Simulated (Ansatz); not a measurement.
Mo2C:
Space group P-3m1 (No. 164); a = b = 3.030 Å, c = 4.627 Å, α = β = 90.00°, γ = 120.00°

```json
[
 {"atom": "Mo", "site": "2d", "symmetry": "3m.", "x": "0.3333", "y": "0.6667", "z": "0.2493"},
 {"atom": "C", "site": "1b", "symmetry": "-3m.", "x": "0.0000", "y": "0.0000", "z": "0.5000"}
]
```

Relaxed at zero pressure with PBEsol (plane waves, PAW; program Ansatz).

Task: The volume is raised by 6 % and shape and atoms relax at that volume. What pressure results, and how do the axes share the change?

Result: -14.6 GPa; a 2.1 %, b 2.1 %, c 1.7 %; the energy rises by 35 meV/atom.

Task: Give the new structure.

Result: 
Space group P-3m1 (No. 164); a = 3.093 Å, b = 3.093 Å, c = 4.705 Å, α = 90.00°, β = 90.00°, γ = 120.00°

```tsv
atom	site	symmetry	x	y	z
Mo	2d	3m.	0.3333	0.6667	0.2541
C	1b	-3m.	0.0000	0.0000	0.5000
```

The phase is kept; no other phase was compared at this pressure.

The workflow started from a Materials Project entry (that database holds measured and hypothetical structures alike); the Crystallography Open Database copy checked does not list it. COD files the formula under space group No. 60, so this cell is another polymorph or a model. Whether it is the stable phase at ambient conditions was not checked. The PBEsol relaxation kept the symmetry of its start; of distortions, only those at the zone centre were tested. The run is not spin-polarised.

Potentials: the later of the program's two PAW sets.
